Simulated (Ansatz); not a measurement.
# Data sheet: As (DFT)

As:
```xyz
1
Lattice="2.7025 0.0000 0.0000 0.0000 2.7025 0.0000 0.0000 0.0000 2.7025" Properties=species:S:1:pos:R:3 pbc="T T T"
As     1.3513     1.3513     1.3513
```

Space group Pm-3m (No. 221); conventional cell a = b = c = 2.703 Å, α = β = γ = 90.00°.

Method: plane-wave PAW r²SCAN (Ansatz code). Structure relaxed to zero pressure with the same functional. Other levels are named where they apply.

Cell and energy:

```
Quantity             Result
---------------  ----------
Volume per atom    19.74 Å³
Density          6.30 g/cm³
```

Electronic structure:

```
Property                                                                    Result
------------------------------------  --------------------------------------------
Electronic character                                             metallic (no gap)
Density of states at the Fermi level  0.40 states/eV per atom (mean over ±0.08 eV)
Gap with spin–orbit coupling                                       none (metallic)
```

Mechanics:

```
Property                                                                      Result
--------------------------------------------  --------------------------------------
Bulk modulus (Birch–Murnaghan fit)                                          86.1 GPa
Pressure derivative B′                                                           4.9
Elastic constants (relaxed ions, GPa)              C11 = 220, C12 = 20.7, C44 = 36.1
Mechanical stability                          stable (all eigenvalues of C positive)
Hill bulk and shear moduli                                         87.1 and 54.9 GPa
Young's modulus                                                              136 GPa
Poisson's ratio                                                                 0.24
Debye temperature from the elastic constants                                   361 K
```

The workflow started from a Materials Project entry (that database holds measured and hypothetical structures alike); the Crystallography Open Database copy checked does not list it. It is not the phase usual at ambient conditions (space group No. 166). The r²SCAN relaxation kept the symmetry of its start; its stability against distortions is not shown here. As this level gives no gap, shear constants depend on the k-mesh and smearing (Fermi–Dirac, 0.1 eV here). On the denser mesh and wider smearing of the elastic run this cell carries a stress of 0.4 GPa. Spin–orbit coupling is left out wherever it is not named.

Potentials: the later of the program's two PAW sets.
